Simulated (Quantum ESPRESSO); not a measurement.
## Ga2RhAlScZr2Pd (input and log of a self-consistent run)

Computed values, not a measurement. The program is pw.x of Quantum ESPRESSO 7.5 (plane-wave density functional theory). The cell is made up: eight metal atoms on a face-centred cubic lattice, with elements, volume, strain and displacements drawn at random and not relaxed, so it may be unstable or far from any real phase. PseudoDojo standard norm-conserving files set the functional (PBE unless stated); there is no spin polarisation or spin-orbit coupling, the Fermi-Dirac width of 0.25 eV means electrons at about 2900 K, and the masses in the input are unused placeholders. A spin test at this wide smearing found no moment, but such smearing suppresses magnetism that the real alloy may have.

Input:

```
&control calculation='scf', pseudo_dir='./dojo.nc.sr.pbe.v0_5.standard.upf', outdir='./o', disk_io='minimal', tprnfor=.true., tstress=.true. /
&system ibrav=0, nat=8, ntyp=6, nbnd=64, ecutwfc=87.97787729, nosym=.true., tot_charge=0,
 occupations='smearing', smearing='fd', degauss=0.0183746611
/
&electrons conv_thr=1.470e-08, electron_maxstep=70, mixing_beta=0.5 /
ATOMIC_SPECIES
Al 1.0 Al.upf
Ga 1.0 Ga.upf
Pd 1.0 Pd.upf
Rh 1.0 Rh.upf
Sc 1.0 Sc.upf
Zr 1.0 Zr.upf
CELL_PARAMETERS angstrom
-0.0347 4.3985 -0.0025
-4.3201 0.0372 -4.2283
-4.357 0.0322 4.2652
ATOMIC_POSITIONS angstrom
Ga -0.0108 -0.0336 0.1196
Rh -2.1453 -0.1553 2.0517
Al -2.2374 0.0701 -2.1204
Sc -4.3901 0.0032 0.0289
Ga -2.1864 2.2724 -0.0401
Zr -4.336 2.269 2.1536
Zr -4.4107 2.2412 -1.959
Pd -6.4992 2.2143 -0.1175
K_POINTS automatic
5 4 4 1 1 1
```

The log is shortened where brackets say so; the opening notice, blank lines, dates and the lines on written files are dropped, and the path of the files is cut. It prints rydbergs, bohrs and kilobars, and counts compression as positive stress. Its total energy is the free energy E - TS of the whole cell.

```
     Program PWSCF v.7.5
     Parallel version (MPI & OpenMP), running on       4 processor cores
     Number of MPI processes:                 4
     Threads/MPI process:                     1
     [start-up lines left out]
     bravais-lattice index     =            0
     lattice parameter (alat)  =       8.3122  a.u.
     unit-cell volume          =    1093.6967 (a.u.)^3
     number of atoms/cell      =            8
     number of atomic types    =            6
     number of electrons       =        99.00
     number of Kohn-Sham states=           64
     kinetic-energy cutoff     =      87.9779  Ry
     charge density cutoff     =     351.9115  Ry
     scf convergence threshold =      1.5E-08
     mixing beta               =       0.5000
     number of iterations used =            8  plain     mixing
     Exchange-correlation= PBE
                           (   1   4   3   4   0   0   0)
     [axes and pseudopotential details left out]
   Cartesian axes
     site n.     atom                  positions (alat units)
         1        Ga     tau(   1) = (  -0.0024553  -0.0076387   0.0271902  )
         2        Rh     tau(   2) = (  -0.4877192  -0.0353064   0.4664399  )
         3        Al     tau(   3) = (  -0.5086575   0.0159368  -0.4820584  )
         4        Sc     tau(   4) = (  -0.9980590   0.0007275   0.0065702  )
         5        Ga     tau(   5) = (  -0.4970630   0.5166145  -0.0091165  )
         6        Zr     tau(   6) = (  -0.9857598   0.5158415   0.4896061  )
         7        Zr     tau(   7) = (  -1.0027423   0.5095214  -0.4453652  )
         8        Pd     tau(   8) = (  -1.4775484   0.5034059  -0.0267128  )
     number of k points=    40  Fermi-Dirac smearing, width (Ry)=  0.0184
                       cart. coord. in units 2pi/alat
        k(    1) = (  -0.1259414   0.0990093  -0.0004889), wk =   0.0500000
        k(    2) = (  -0.2521317   0.0980870   0.1284331), wk =   0.0500000
     [further k points left out]
     Dense  grid:   121885 G-vectors     FFT dimensions: (  50,  72,  72)
     Estimated max dynamical RAM per process >     353.74 MB
     Estimated total dynamical RAM >       1.29 GB
     Initial potential from superposition of free atoms
     starting charge      98.9840, renormalised to      99.0000
     Starting wfcs are   71 randomized atomic wfcs
     total cpu time spent up to now is        4.3 secs
     per-process dynamical memory:   267.7 Mb
     Self-consistent Calculation
     iteration #  1     ecut=    87.98 Ry     beta= 0.50
     Davidson diagonalization with overlap
     ethr =  1.00E-02,  avg # of iterations =  2.6
     total cpu time spent up to now is       12.3 secs
     total energy              =   -1108.11101354 Ry
     estimated scf accuracy    <      11.40522855 Ry
     iteration #  2     ecut=    87.98 Ry     beta= 0.50
     Davidson diagonalization with overlap
     ethr =  1.00E-02,  avg # of iterations =  3.0
     total cpu time spent up to now is       20.9 secs
     total energy              =   -1114.17619493 Ry
     estimated scf accuracy    <      29.76772866 Ry
     iteration #  3     ecut=    87.98 Ry     beta= 0.50
     Davidson diagonalization with overlap
     ethr =  1.00E-02,  avg # of iterations =  2.0
     total cpu time spent up to now is       28.2 secs
     total energy              =   -1115.89635887 Ry
     estimated scf accuracy    <       4.46038626 Ry
     iteration #  4     ecut=    87.98 Ry     beta= 0.50
     Davidson diagonalization with overlap
     ethr =  4.51E-03,  avg # of iterations =  1.7
     total cpu time spent up to now is       34.7 secs
     total energy              =   -1115.78291965 Ry
     estimated scf accuracy    <       2.57684685 Ry
     iteration #  5     ecut=    87.98 Ry     beta= 0.50
     Davidson diagonalization with overlap
     ethr =  2.60E-03,  avg # of iterations =  2.2
     total cpu time spent up to now is       41.4 secs
     total energy              =   -1115.49989658 Ry
     estimated scf accuracy    <       1.49552027 Ry
     [iterations 6 to 13 left out]
     iteration # 14     ecut=    87.98 Ry     beta= 0.50
     Davidson diagonalization with overlap
     ethr =  3.56E-08,  avg # of iterations =  3.5
     total cpu time spent up to now is      111.5 secs
     total energy              =   -1115.62086696 Ry
     estimated scf accuracy    <       0.00001788 Ry
     iteration # 15     ecut=    87.98 Ry     beta= 0.50
     Davidson diagonalization with overlap
     ethr =  1.81E-08,  avg # of iterations =  1.8
     total cpu time spent up to now is      117.8 secs
     total energy              =   -1115.62086863 Ry
     estimated scf accuracy    <       0.00000253 Ry
     iteration # 16     ecut=    87.98 Ry     beta= 0.50
     Davidson diagonalization with overlap
     ethr =  2.56E-09,  avg # of iterations =  3.1
     total cpu time spent up to now is      124.5 secs
     total energy              =   -1115.62086889 Ry
     estimated scf accuracy    <       0.00000002 Ry
     iteration # 17     ecut=    87.98 Ry     beta= 0.50
     Davidson diagonalization with overlap
     ethr =  2.41E-11,  avg # of iterations =  5.8
     total cpu time spent up to now is      133.7 secs
     total energy              =   -1115.62086890 Ry
     estimated scf accuracy    <       0.00000002 Ry
     iteration # 18     ecut=    87.98 Ry     beta= 0.50
     Davidson diagonalization with overlap
     ethr =  2.21E-11,  avg # of iterations =  2.0
     total cpu time spent up to now is      140.1 secs
     End of self-consistent calculation
     [lines on levels left out]
!    total energy              =   -1115.62086890 Ry
     estimated scf accuracy    <       0.00000001 Ry
     smearing contrib. (-TS)   =      -0.10231644 Ry
     internal energy E=F+TS    =   -1115.51855246 Ry
     The total energy is F=E-TS. E is the sum of the following terms:
     one-electron contribution =    -473.81733807 Ry
     hartree contribution      =     290.56781894 Ry
     xc contribution           =    -221.97768946 Ry
     ewald contribution        =    -710.29134388 Ry
     convergence has been achieved in  18 iterations
     Forces acting on atoms (cartesian axes, Ry/au):
     atom    1 type  2   force =     0.00621919    0.00553497   -0.00921334
     atom    2 type  4   force =    -0.00209049    0.00457166   -0.00606960
     atom    3 type  1   force =     0.01109249   -0.00235308   -0.01346456
     atom    4 type  5   force =    -0.00845157    0.00879140    0.01002792
     atom    5 type  2   force =    -0.01014834   -0.00119349    0.02037147
     atom    6 type  6   force =     0.01082916   -0.00402572    0.03593444
     atom    7 type  6   force =    -0.00676939   -0.00429437   -0.06409392
     atom    8 type  3   force =    -0.00068105   -0.00703137    0.02650759
     Total force =     0.087433     Total SCF correction =     0.000450
     Computing stress (Cartesian axis) and pressure
          total   stress  (Ry/bohr**3)                   (kbar)     P=      -99.27
  -0.00086956   0.00000835  -0.00001381         -127.92        1.23       -2.03
   0.00000835  -0.00069712  -0.00002516            1.23     -102.55       -3.70
  -0.00001381  -0.00002516  -0.00045784           -2.03       -3.70      -67.35
     init_run     :      4.02s CPU      4.18s WALL (       1 calls)
     electrons    :    135.42s CPU    135.80s WALL (       1 calls)
     forces       :      1.27s CPU      1.28s WALL (       1 calls)
     stress       :      4.30s CPU      4.39s WALL (       1 calls)
     [timing details left out]
     PWSCF        :   2m25.15s CPU   2m25.83s WALL
     JOB DONE.
```

In other units: free energy -15178.795 eV for the cell, pressure -9.93 GPa, largest force component 1.648 eV/Å in size. The run took 148 s of wall time with four MPI processes on a shared machine (AMD EPYC, Zen 5, virtual cores), so the time is rough. A rerun of this cell at a higher cutoff and on a denser mesh moved values by no more than 0.003 eV in energy, 0.02 GPa in stress and 0.007 eV/Å in force, and a second program with other atomic files agreed on that cell to 2 % rms in force and 0.5 GPa in pressure.